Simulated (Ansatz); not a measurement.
**Kick test of a cell of Na₂SrO₂**

It was reached by relaxing an invented guess, and it needn't be the stable form of this composition.

Level of theory: Ansatz, DFT PBE, scalar-relativistic, plane waves, PAW. Plane waves to 420 eV, a k mesh through Γ of 6×6×4 on the computed 5-atom cell and Gaussian smearing (0.02 eV); no spin polarisation.

The cell below (5 atoms, space group P-3m1 (No. 164)) is relaxed within its symmetry.

```
Na Sr O
1.0
     3.78924    0.00000    0.00000
    -1.89462    3.28157    0.00000
     0.00000    0.00000    6.27136
Na Sr O
2 1 2
Direct
  0.66667 0.33333 0.63028
  0.33333 0.66667 0.36972
  0.00000 0.00000 0.00000
  0.66667 0.33333 0.23137
  0.33333 0.66667 0.76863
```

For the test a repeat of it with 10 atoms (edges 3.79, 6.27, 6.56 Å) was strained at random (σ = 1.5 % a component), the atoms were moved at random (σ = 0.10 Å), and all was relaxed again on a coarse 4×2×2 mesh (in the run’s order of axes) with 0.10 eV smearing, with no symmetry imposed.

**Question.** What happens?

**Answer.** It returns, within 1 meV/atom of the unmoved cell on that mesh and with the same symmetry when read at 0.1 Å (C2/m at 0.01 Å, so small strains and shifts remain). No instability shows in this cell; modes of other wave vectors, which need another repeat, aren't tested.
